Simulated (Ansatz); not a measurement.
**Computed properties of Ge**

```
Ge
1.0
     3.99759    0.00000    0.00000
    -1.99879    3.46201    0.00000
     0.00000    0.00000    6.59938
Ge
4
Cartesian
  1.9988 1.1540 0.4151
  0.0000 2.3080 3.7148
  1.9988 1.1540 2.8846
  0.0000 2.3080 6.1843
```

Atoms are numbered in the order listed.

Structure from Materials Project entry mp-1007760 (possibly hypothetical), not relaxed further.

Theory: DFT, PBEsol, all-electron LAPW, scalar-relativistic in Ansatz 0.2.0.

Sampling and basis: a Γ-centred 11×11×6 k mesh, Fermi–Dirac smearing of 0.05 eV, basis error target 1 meV/atom, no spin polarisation.

| Property | Result |
| --- | --- |
| Band gap | none at this level of theory (metallic, semimetallic, or a small gap that the functional closes) |
| Stress xx, yy, zz (compression positive) | -0.01, -0.01, -0.13 GPa |
| Density of states at the Fermi level (0.2 eV bin) | 0.03 states/eV per cell |
| Volume per atom | 22.83 Å³ |
| Pressure at this cell | -0.05 GPa |
